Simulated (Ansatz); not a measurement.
SnO$_{2}$ (rutile)

```
CELL_PARAMETERS angstrom
      4.75851     0.00000     0.00000
      0.00000     4.75851     0.00000
      0.00000     0.00000     3.20013
ATOMIC_POSITIONS crystal
  Sn 0.00000 0.00000 0.00000
  Sn 0.50000 0.50000 0.50000
  O  0.30590 0.30590 0.00000
  O  0.80590 0.19410 0.50000
  O  0.19410 0.80590 0.50000
  O  0.69410 0.69410 0.00000
```

Equation-of-state scan: isotropic scaling of the cell above, V₀ being its volume. The atoms relax within the cell's symmetry.

Level of theory: r2SCAN (plane waves to 500 eV, PAW, scalar-relativistic; Ansatz, an electronic-structure program). k mesh 7×7×10 (Γ-centred), Fermi-Dirac smearing 0.05 eV. E stands for the smeared free energy. Compression counts positive. With the shape held, the modulus is that of even scaling; a crystal free to change shape is softer. SnO2 was relaxed with its symmetry unable to fall. The PAW data are Ansatz's earlier set. The zero of ΔE is the relaxed starting cell.

```json
[
 {"V (Å³/atom)": "10.869", "ΔE (meV/atom)": "97.4"},
 {"V (Å³/atom)": "11.171", "ΔE (meV/atom)": "52.0"},
 {"V (Å³/atom)": "11.473", "ΔE (meV/atom)": "22.0"},
 {"V (Å³/atom)": "11.775", "ΔE (meV/atom)": "5.2"},
 {"V (Å³/atom)": "12.077", "ΔE (meV/atom)": "0.0"},
 {"V (Å³/atom)": "12.379", "ΔE (meV/atom)": "4.7"},
 {"V (Å³/atom)": "12.681", "ΔE (meV/atom)": "18.1"},
 {"V (Å³/atom)": "12.983", "ΔE (meV/atom)": "withheld"},
 {"V (Å³/atom)": "13.285", "ΔE (meV/atom)": "65.9"}
]
```

Q: Fit a third-order Birch-Murnaghan form (E₀, V₀, B₀, B₀′ free) to the given rows and predict ΔE at V = 12.983.

A: Least squares on the 8 given rows: ΔE = E₀ + (9V₀B₀/16)·y²·[2 + (B₀′ − 4)y], y = (V₀/V)^(2/3) − 1, with V₀ = 12.077 Å³/atom, B₀ = 210.4 GPa (160.2 GPa = 1 eV/Å³; the term in eV is multiplied by 1000), B₀′ = 4.82, E₀ = 0.02 meV/atom; root-mean-square residual 0.05 meV/atom. At 12.983 the fit gives 38.8 meV/atom; the calculation gives 38.8 meV/atom, the same to the digits shown. For the pressure the fit gives -12.8 GPa against the computed -12.8 GPa.

(A scan under strain: stresses follow from slopes of the energy per volume, elastic moduli from its curvatures.)
